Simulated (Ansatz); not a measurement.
The elements of this relaxed trial crystal are hidden behind letters.

```
lattice vectors (Å)
   4.8845    0.0000    0.0000
   0.0000    3.6310    0.0000
  -1.3355    0.0000    6.5824
fractional positions
X 0.9681 0.0000 0.4595
X 0.4884 0.5000 0.5654
X 0.8631 0.0000 0.9633
Z 0.4560 0.0000 0.2525
Z 0.3427 0.0000 0.7963
Z 0.0043 0.5000 0.7263
Z 0.0799 0.5000 0.2259
Q 0.3915 0.5000 0.0109
```

Computed with DFT PBE, scalar-relativistic, plane waves, PAW (Ansatz 0.2.0). The final run on the 8-atom cell used 420 eV, a Γ-centred 8×10×6 mesh, 0.10 eV smearing and no spin polarisation.

| Quantity | Value |
| --- | --- |
| Space group | Pm (No. 6) |
| Conventional cell | a = 4.885 Å, b = 3.631 Å, c = 6.717 Å, β = 101.5° |
| Volume per atom | 14.59 Å³ |
| Density | 4.48 g/cm³ |
| Energy over the elements | −0.53 eV/atom |
| Gap on the 8×10×6 mesh of the 8-atom cell | 0 eV (a metal) |

Energies are uncorrected and count from the elements' standard states at the same level.

Question: X is a d-block element of period 4, Z is a p-block element of period 3 and Q is a d-block element of period 4. Which elements are they?

Answer: X = Ti, Z = Si, Q = Ni, so the formula is Ti3Si4Ni. Density times volume gives a mean mass of 4.48 × 14.59/1.6605 = 39.4 u per atom, and this set has 39.3 u. Around Ti on its first site lie 6 Si at 2.53–2.61 Å and 1 Si at 2.99 Å; Si on its first site is surrounded by 2 Ni at 2.41 Å, 2 Si at 2.56 Å, 3 Ti at 2.61–2.76 Å, 3 Ti at 2.99–3.15 Å and 1 Si at 3.00 Å; around Ni lie 6 Si at 2.30–2.41 Å and 5 Ti at 3.00–3.12 Å; 5 more sites not described. Other sets within the hints have nearly the same mass, so mass alone doesn't settle it; this one was computed.

Trial moments died out on the coarse mesh, so the last step has no spin; another magnetic start might hold. This cell was reached by moving the atoms of another relaxed cell at random and relaxing again, last within the group found; it had no such test of its own.
